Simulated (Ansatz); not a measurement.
Relax this structure to zero stress and force, keeping its symmetry:

```yaml
crystal:
  lattice:
    - [1.47259, 0.85020, 5.17285]
    - [-1.47259, 0.85020, 5.17285]
    - [0.00000, -1.70040, 5.17285]
  atoms:
    - { symbol: Na, position: [0.50000, 0.50000, 0.50000] }
    - { symbol: Ni, position: [0.00000, 0.00000, 0.00000] }
    - { symbol: O, position: [0.26897, 0.26897, 0.26897] }
    - { symbol: O, position: [0.73103, 0.73103, 0.73103] }
```

These are results of Ansatz, DFT PBEsol, scalar-relativistic, plane waves, PAW, not measurements.

Settings: cutoff 420 eV, Γ-centred mesh 18×18×18 on the computed 4-atom cell, Gaussian smearing of 0.10 eV; collinear spin from starting moments 0 0.81 0.11 0.11 μB.

Problem. What does it relax to?

Solution. The volume doesn't move by more than 0.01 Å³/atom to 9.71 Å³/atom, and the energy falls by 1.8 meV/atom. The cell ends with a moment of 1.00 μB (only this magnetic start was tried). Final structure:
```cif
data_structure
_symmetry_space_group_name_H-M 'R-3m:H'
_symmetry_Int_Tables_number 166
_cell_length_a 2.9507
_cell_length_b 2.9507
_cell_length_c 15.4571
_cell_angle_alpha 90.000
_cell_angle_beta 90.000
_cell_angle_gamma 120.000
_cell_volume 116.55
loop_
_atom_site_label
_atom_site_type_symbol
_atom_site_symmetry_multiplicity
_atom_site_Wyckoff_symbol
_atom_site_fract_x
_atom_site_fract_y
_atom_site_fract_z
_atom_site_occupancy
Na1 Na 3 b 0.66667 0.33333 0.83333 1
Ni1 Ni 3 a 0.00000 0.00000 0.00000 1
O1 O 6 c 0.33333 0.66667 0.93696 1
```

The cell holds one magnetic atom, so it can only be ferromagnetic; an antiferromagnetic order may lie lower.

Cost: 1 run of about 5.1 core-minutes, on Intel Xeon Platinum 8488C (Sapphire Rapids) (shared hosts).